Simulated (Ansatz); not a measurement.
**What DFT gives for MoPt₂**

```yaml
crystal:
  lattice:
    - [2.62110, -0.00398, 4.01979]
    - [1.26124, -4.20446, -1.97108]
    - [1.36354, 4.27663, -2.05129]
  atoms:
    - { symbol: Pt, position: [0.49607, 0.11818, 0.80871] }
    - { symbol: Pt, position: [0.00064, 0.68457, 0.38170] }
    - { symbol: Pt, position: [0.01790, 0.37462, 0.64626] }
    - { symbol: Pt, position: [0.47378, 0.82426, 0.12041] }
    - { symbol: Mo, position: [0.00971, 0.98225, 0.00963] }
    - { symbol: Mo, position: [0.53182, 0.49795, 0.51039] }
```

The numbers come from plane-wave PAW DFT (Ansatz): PBEsol, with U = 3.02 eV and J = 0.77 eV on Mo d (all-electron-ortho-atomic projectors), collinear spin, 420 eV, 4×5×5 (shifted by 0.5, 0.5, 0.5 steps) k points, fermi-dirac occupations (width 0.1 eV). Nothing was relaxed.

The state carries no moments; the state need not be the lowest.

**Question.** Is the cell too large or too small?

**Answer.** The pressure is 16.8 GPa (compression positive), so with the atoms held at these fractions the cell would first expand; the forces are large, so a full relaxation may end otherwise. The principal stresses 1.4, 12.4, 36.7 GPa differ, so its shape would change too.

**Question.** What do density and ELF say about some of the short contacts?

**Answer.** Pt–Pt at 2.41 Å: least valence density 0.76 e/Å³ and ELF 0.34 there. Pt–Mo at 2.54 Å: least valence density 0.57 e/Å³ and ELF 0.33 there. Mo–Mo at 2.55 Å: least valence density 0.56 e/Å³ and ELF 0.38 there. Both are smooth PAW fields, read partly inside the augmentation spheres.

**Question.** How is the charge shared?

**Answer.** Bader charges in e: Mo +0.96, Pt -0.48. In the mean Mo gives up most and Pt takes most.

**Question.** Which atom feels the largest force, and which way?

**Answer.** The largest is on Pt3: 6.57 eV/Å, components (-4.01, 5.10, 1.05). It makes 125° with the line to a nearest neighbour, Pt4 at 2.41 Å.

**Question.** What happens at the Fermi level?

**Answer.** It is a metal, with about 3.9 states/eV a cell as the mean within 0.25 eV of the Fermi level, mostly Mo d (50 %) and Pt d (40 %).

Origin: a strained cell with displaced atoms, so it need not be a known compound. Caveats: the k mesh is coarse if the cell is a metal; atoms or cell far from equilibrium.
